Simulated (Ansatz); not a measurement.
# AlW₃: computed properties

All numbers below come from DFT PBE, scalar-relativistic, plane waves, PAW in Ansatz.

Cutoff 420 eV; k points 10×10×10 on the computed 4-atom cell (Γ-centred); Gaussian smearing, width 0.10 eV; no spin polarisation.

The structure is relaxed at this level of theory with its symmetry kept, and needn't be the ground state of this composition.

```cif
data_structure
_symmetry_space_group_name_H-M 'P 1'
_symmetry_Int_Tables_number 1
_cell_length_a 4.5903
_cell_length_b 4.5903
_cell_length_c 4.5903
_cell_angle_alpha 90.000
_cell_angle_beta 90.000
_cell_angle_gamma 90.000
_cell_volume 96.72
loop_
_atom_site_label
_atom_site_type_symbol
_atom_site_fract_x
_atom_site_fract_y
_atom_site_fract_z
_atom_site_occupancy
Al1 Al 0.00000 0.00000 0.00000 1
W1 W 0.50000 0.00000 0.00000 1
W2 W 0.00000 0.50000 0.00000 1
W3 W 0.00000 0.00000 0.50000 1
```

(1) Formation energy from the elements' standard states (uncorrected)?

(2) Kohn–Sham band gap?

(3) Density of states at the Fermi level?

(4) Orbital (Löwdin) character within 0.5 eV of the Fermi level?

(5) Bader charge by site (e)?

Spin-orbit coupling is left out, which matters for the bands of heavy elements. Spin polarisation was left out, and a magnetic state may lie lower.

Results:

(1) +3.190 eV/atom.

(2) none (metal).

(3) 8.0 states/eV per cell.

(4) W 5d 88 %.

(5) Al (1 in the cell) 1.41, W (3 in the cell) -0.47.

Another cell of AlW3 relaxed alike, in P4/mmm, lies 3.05 eV/atom lower, so this cell isn't the stable form at this level.

The cell was found from a structure generator's guess, not taken from experiment. Löwdin shares on free-atom orbitals overweight diffuse shells.
